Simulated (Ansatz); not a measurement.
Cu Kα1 powder pattern (kinematic, no thermal factors).
2θ (°) (relative intensity): 10.88 (6), 21.87 (8), 23.88 (7), 30.14 (3), 30.64 (34), 32.13 (100), 33.06 (24), 37.55 (40), 39.60 (23), 43.15 (41), 48.88 (4), 49.91 (2), 53.84 (14), 54.77 (19), 55.41 (22), 56.62 (4), 60.00 (13), 61.15 (5), 62.67 (13), 67.22 (2), 71.36 (3), 72.19 (19), 72.71 (9), 73.46 (4), 73.75 (7), 75.41 (10), 76.73 (3), 77.47 (5), 77.75 (5), 87.18 (4), 87.93 (11), 89.19 (5), 89.47 (5)

The pattern is computed from a structure relaxed with Ansatz 0.2.0, DFT PBE, scalar-relativistic, plane waves, PAW. No spin polarisation. Its elements are Sn, Te, Ti.

Question: Give the structure.

Answer: Ti$_{2}$SnTe$_{3}$.
Space group P-4m2 (No. 115). a = 4.190 Å, b = 4.190 Å, c = 8.121 Å, α = 90.00°, β = 90.00°, γ = 90.00°
```tsv
atom	site	symmetry	x	y	z
Ti	2g	2mm.	0.5000	0.0000	0.7385
Sn	1b	-4m2	0.5000	0.5000	0.0000
Te	2g	2mm.	0.5000	0.0000	0.3759
Te	1a	-4m2	0.0000	0.0000	0.0000
```

A pattern alone doesn't exclude other cells with like lines; this is the one computed.

It was reached by relaxing an invented guess, and it needn't be the stable form of this composition.
